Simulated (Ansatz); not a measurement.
K3Pd: levels along high-symmetry lines

```
CELL_PARAMETERS angstrom
5.44501 0.00000 0.00000
0.00000 5.44501 0.00000
0.00000 0.00000 5.44501
ATOMIC_POSITIONS crystal
K 0.50000 0.50000 0.00000
K 0.50000 0.00000 0.50000
K 0.00000 0.50000 0.50000
Pd 0.00000 0.00000 0.00000
```

Atom numbers follow the list: K1, K2, K3, Pd4.

Structure from Materials Project entry mp-1064508 (possibly hypothetical), not relaxed further.

Spin polarisation is left out, and whether a magnetic state lies lower isn't shown here.

All numbers below come from DFT, PBE, all-electron LAPW, scalar-relativistic (Ansatz 0.2.0).

Numerical set-up: a Γ-centred 6×6×6 k mesh, Fermi–Dirac smearing of 0.05 eV, basis error target 1 meV/atom, no spin polarisation.

Points in fractions of the reciprocal vectors of this cell: Γ (0, 0, 0), X (0, 0.5, 0), M (0.5, 0.5, 0), R (0.5, 0.5, 0.5). The path joins them by straight lines in the order Γ–X–M–Γ–R–X–R–M; legs that retrace an earlier one aren't tabulated. Energies are in eV from the Fermi level.

Task: List the levels at M between -5 and 1.5 eV.

Result: -1.26, -1.18, -1.09 (×2), -0.97, -0.72, 0.29 (×2), 0.57.

Task: List the levels at Γ between -5 and 1.5 eV.

Result: -2.74, -1.26 (×2), -1.12 (×3), 0.25.

Task: List the levels at R between -5 and 1.5 eV.

Result: -1.26 (×3), -0.99 (×2), -0.66, 1.46.

Task: What is the band gap?

Result: none: with an odd electron count and no spin polarisation the bands can't all be full, a metal in this set-up (spin order or a larger cell could open a gap).
